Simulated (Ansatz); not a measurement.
Polymorphs of Nb3Si, each relaxed with plane-wave PAW PBEsol (Ansatz code):

A: Cu3Au type (Pm-3m)
a = 4.0282 Å, b = 4.0282 Å, c = 4.0282 Å, α = 90.00°, β = 90.00°, γ = 90.00°

| atom | site | symmetry | x | y | z |
|---|---|---|---|---|---|
| Si | 1a | m-3m | 0.0000 | 0.0000 | 0.0000 |
| Nb | 3c | 4/mm.m | 0.0000 | 0.5000 | 0.5000 |

B: I-4
a = b = 10.2021 Å, c = 5.1154 Å, α = β = γ = 90.00°

```tsv
atom	site	symmetry	x	y	z
Nb	8g	1	0.0822	0.0943	0.2622
Nb	8g	1	0.1441	0.4896	0.0144
Nb	8g	1	0.3029	0.2836	0.2440
Si	8g	1	0.2911	0.0212	0.0159
```

Put the candidates in order of energy per atom at 0 K, lowest first, for PBEsol.

B (+0 meV/atom), A (+157 meV/atom)

Standing as an ambient phase not checked: A; B. Unstable at this level: A. All cells were relaxed under the symmetry of their starts (and spin orders); stability against distortions was not tested throughout. Rows with no word on spin ran without spin polarisation. Spin–orbit coupling is left out wherever it is not named.

Energies hold the estimated change up to a 700 eV cutoff; steps of a few meV lie near the error of the meshes.

Potentials: the later of the program's two PAW sets.
